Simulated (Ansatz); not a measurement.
**Ni (simple cubic): energy against volume**

Computed with DFT, PBEsol, plane waves (420 eV) with PAW, scalar-relativistic in Ansatz. (PAW data from PBE, frozen cores regenerated.)

The cell is scaled uniformly from the relaxed one, with fractional coordinates and shape fixed. Energies are extrapolated to zero smearing, pressures are those at the given smearing. Magnetic state: ferromagnetic.

A Birch-Murnaghan fit gives V₀ = 11.98 Å³/atom, B₀ = 167 GPa, B₀′ = 4.9.

(1) What are the energy above the minimum and the pressure at 10.497 Å³/atom?

(2) What are the energy above the minimum and the pressure at 12.405 Å³/atom?

(3) What are the energy above the minimum and the pressure at 13.359 Å³/atom?

## Answers

(1) 124.5 meV/atom and 30.64 GPa as computed.

(2) 7.2 meV/atom and -5.16 GPa as computed.

(3) 66.4 meV/atom and -13.57 GPa as computed.
